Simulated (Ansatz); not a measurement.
## Ta4Br: start and end of a relaxation

Recipe of this trial structure of Ta4Br: random cell by space group and Wyckoff sites (F-43m, No. 216). Its size is a rough estimate.

start.xyz

```xyz
5
Lattice="0.0000 3.9473 3.9473 3.9473 0.0000 3.9473 3.9473 3.9473 0.0000" Properties=species:S:1:pos:R:3 pbc="T T T"
Ta    6.7588    6.7588    6.7588
Ta    5.0832    5.0832    6.7588
Ta    5.0832    6.7588    5.0832
Ta    6.7588    5.0832    5.0832
Br    0.0000    0.0000    0.0000
```

Method: DFT PBE, scalar-relativistic, plane waves, PAW in Ansatz 0.2.0. Cutoff 420 eV, Gaussian smearing, Γ-centred meshes. Cell and atoms relax first on a coarse mesh and then on a finer one. In between, the cell is made exact in the group found at 0.06 Å. In metals the finer mesh still leaves noise of several meV/atom or more. The steps can't lower the symmetry of their start. No spin polarisation.

end.xyz

```xyz
5
Lattice="0.0000 5.1832 5.1832 5.1832 0.0000 5.1832 5.1832 5.1832 0.0000" Properties=species:S:1:pos:R:3 pbc="T T T"
Ta    8.6863    6.8633    6.8633
Ta    6.8633    8.6863    6.8633
Ta    6.8633    6.8633    8.6863
Ta    8.6863    8.6863    8.6863
Br    0.0000    0.0000    0.0000
```

The symmetry stays F-43m (No. 216). The volume per atom grows by 126.4 %, from 24.6 to 55.7 Å³. The shortest distance goes from 1.97 Å (Ta–Br) to 2.58 Å (Ta–Ta). The energy falls by about 3.8 eV/atom (the start's value is from the coarse mesh). The end is written in a standard setting, so origin, axes and order of atoms can differ from the start's.

| Property | Result |
| --- | --- |
| Volume per atom | 55.70 Å³ |
| Density | 4.79 g/cm³ |
| Energy over the elements | +2.25 eV/atom |
| Gap on the 6×6×6 mesh of the 5-atom cell | 0 eV (a metal) |

The zero of energy is the elements' standard structures at the same level; no fitted shifts are applied. The references include crystalline Br. It can't be a ground state, since the elements alone are lower.

The last run used Gaussian smearing of 0.10 eV. These runs have no spin–orbit coupling, which can matter for Ta. The cell is a metal run without spin; a magnetic state may lie lower. The reference form of Br is held partly by dispersion forces, which this level lacks. A structure relaxed within its symmetry needn't be a true minimum. In all, the 3 runs took 96 s on 1 thread of Arm Neoverse V2, on a shared host. Another cell of Ta4Br relaxed alike, in I4/m, lies 1.70 eV/atom lower, so this cell isn't the stable form at this level.
